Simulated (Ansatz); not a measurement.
**Electric field gradients in Ge**

All numbers below come from DFT PBEsol, scalar-relativistic, plane waves, PAW in Ansatz. Plane waves to 420 eV; Γ-centred k mesh 6×6×6; fixed occupations. No spin polarisation.

The cell, relaxed at this level:
```xyz
12
Lattice="5.9260 0.0000 0.0000 0.0000 5.9260 0.0000 0.0000 0.0000 6.9665" Properties=species:S:1:pos:R:3 pbc="T T T"
Ge    0.5271    0.5271    0.0000
Ge    2.4359    3.4901    5.2249
Ge    5.3989    5.3989    3.4833
Ge    3.4901    2.4359    1.7416
Ge    1.0190    2.1905    1.7911
Ge    0.7725    3.9820    0.0495
Ge    4.9070    3.7356    5.2744
Ge    5.1535    1.9440    3.5328
Ge    3.9820    0.7725   -0.0495
Ge    3.7356    4.9070    1.6921
Ge    1.9440    5.1535    3.4338
Ge    2.1905    1.0190    5.1754
```

Question: Give V_zz (10²¹ V/m²) and the asymmetry η at each distinct site.

Answer:
| atom | V_zz | η |
| --- | --- | --- |
| Ge (atom 1) | 4.54 | 0.74 |
| Ge (atom 5) | 5.62 | 0.80 |

This form isn't the element's structure at ambient conditions.

Cost: 1 run of about 7.5 core-minutes, on Arm Neoverse V2 (shared hosts).